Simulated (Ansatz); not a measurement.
The calculation used DFT PBE, scalar-relativistic, plane waves, PAW in Ansatz. The final run on the 9-atom cell used 420 eV, a Γ-centred 10×10×6 mesh, 0.10 eV smearing and collinear spin.

Formation energies are uncorrected and refer to the elements' standard structures at the same level (F₂ as a molecule).

Q: Suggest a trial structure for a tetragonal metal with formula BaCr2F6, with a formation energy near −2.72 eV/atom, about 16 Å³ per atom and a net moment near 0.9 μB per atom, in a cell of 9 atoms.

A: BaCr2F6, space group P4/mmm (No. 123). Around Ba lie 8 F at 2.79 Å, 4 F at 3.00 Å and 8 Cr at 3.69 Å; Cr is surrounded by 1 F at 1.97 Å, 5 F at 2.15 Å and 4 Ba at 3.69 Å; F on a site of symmetry 2mm has 2 Cr at 2.15 Å, 2 Ba at 2.79 Å and 2 F at 2.79 Å; F on a site of symmetry 4/mmm has 2 Cr at 2.15 Å, 8 F at 2.79 Å and 4 Ba at 3.00 Å; 1 more site not described.

```cif
data_structure
_symmetry_space_group_name_H-M 'P4/mmm'
_symmetry_Int_Tables_number 123
_cell_length_a 4.2421
_cell_length_b 4.2421
_cell_length_c 8.2466
_cell_angle_alpha 90.000
_cell_angle_beta 90.000
_cell_angle_gamma 90.000
_cell_volume 148.40
loop_
_atom_site_label
_atom_site_type_symbol
_atom_site_symmetry_multiplicity
_atom_site_Wyckoff_symbol
_atom_site_fract_x
_atom_site_fract_y
_atom_site_fract_z
_atom_site_occupancy
Ba1 Ba 1 c 0.50000 0.50000 0.00000 1
Cr1 Cr 2 g 0.00000 0.00000 0.73882 1
F1 F 4 i 0.50000 0.00000 0.78097 1
F2 F 1 a 0.00000 0.00000 0.00000 1
F3 F 1 b 0.00000 0.00000 0.50000 1
```

The volume per atom is 16.49 Å³, the density is 3.98 g/cm³ and the formation energy is −2.72 eV/atom. The gap on the 10×10×6 mesh of the 9-atom cell is 0 eV (a metal). The net moment per atom is 0.89 μB and the moment by site is Cr 3.1 (×2) μB.

The structure comes from a generated guess, relaxed at this level; another structure or a mixture of phases may lie lower. The answer needn't be unique; the calculation gave this one.

In such compounds of Cr a zero gap at this level may well be an artefact, since no Hubbard U is applied. Another magnetic order may lie lower. Symmetry constrained the relaxation, so the result can be a saddle point. Site moments count only spheres around the atoms; the net moment includes the space between them.
